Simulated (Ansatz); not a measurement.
## BaTiO3 under compression and expansion

```cif
data_structure
_symmetry_space_group_name_H-M 'Pm-3m'
_symmetry_Int_Tables_number 221
_cell_length_a 4.0073
_cell_length_b 4.0073
_cell_length_c 4.0073
_cell_angle_alpha 90.000
_cell_angle_beta 90.000
_cell_angle_gamma 90.000
_cell_volume 64.35
loop_
_atom_site_label
_atom_site_type_symbol
_atom_site_symmetry_multiplicity
_atom_site_Wyckoff_symbol
_atom_site_fract_x
_atom_site_fract_y
_atom_site_fract_z
_atom_site_occupancy
Ba1 Ba 1 b 0.50000 0.50000 0.50000 1
Ti1 Ti 1 a 0.00000 0.00000 0.00000 1
O1 O 3 d 0.50000 0.00000 0.00000 1
```

The runs use the primitive cell with vectors (4.007, 0.000, 0.000), (0.000, 4.007, 0.000), (0.000, 0.000, 4.007) Å, to which the k mesh refers.

The cell comes from COD entry 1507757, which wasn't checked; take it as a given geometry.

Spin–orbit coupling is left out, though it moves levels of the heavy atoms by tenths of an eV or more.

All numbers are computed: DFT, LDA, all-electron LAPW, scalar-relativistic (Ansatz 0.2.0); DFT, LDA, PAW with Ansatz's default frozen-core files, scalar-relativistic (Ansatz 0.2.0).

For LAPW: a Γ-centred 8×8×8 k mesh, Fermi–Dirac smearing of 0.05 eV, basis error target 1 meV/atom, no spin polarisation. PAW takes a cutoff of 420 eV at this cell (files made with PBE, cores remade for this functional). The Ansatz runs share mesh, smearing and spin set-up. Plane-wave (PAW) pressures include the program's estimate of the Pulay term.

The cell above is scaled evenly, with fractional coordinates and shape held.

| V/V(cell) | V (Å³/atom) | P, LAPW (GPa) | P, PAW (GPa) | gap on the k mesh, LAPW (eV) |
| --- | --- | --- | --- | --- |
| 0.9400 | 12.098 | 1.49 | 1.37 | 1.84 |
| 0.9600 | 12.355 | -2.57 | -2.69 | 1.80 |
| 0.9800 | 12.613 | -6.19 | -6.30 | 1.75 |
| 0.9900 | 12.742 | -7.84 | -7.95 | 1.73 |
| 1.0000 | 12.870 | -9.41 | -9.51 | 1.71 |
| 1.0100 | 12.999 | -10.88 | -10.98 | 1.69 |
| 1.0200 | 13.128 | -12.27 | -12.37 | 1.67 |
| 1.0400 | 13.385 | -14.82 | -14.92 | 1.63 |
| 1.0600 | 13.642 | -17.08 | -17.18 | 1.60 |

What do Birch–Murnaghan fits to the pressures give?

LAPW: V0 = 12.19 Å³/atom, B0 = 196 GPa, B0′ = 4.5; PAW: V0 = 12.18 Å³/atom, B0 = 196 GPa, B0′ = 4.5.

PAW's V0 lies -0.06 % from the all-electron value and its B0 0.1 %. Symmetry fixes shape and coordinates here, so this is the relaxed modulus.
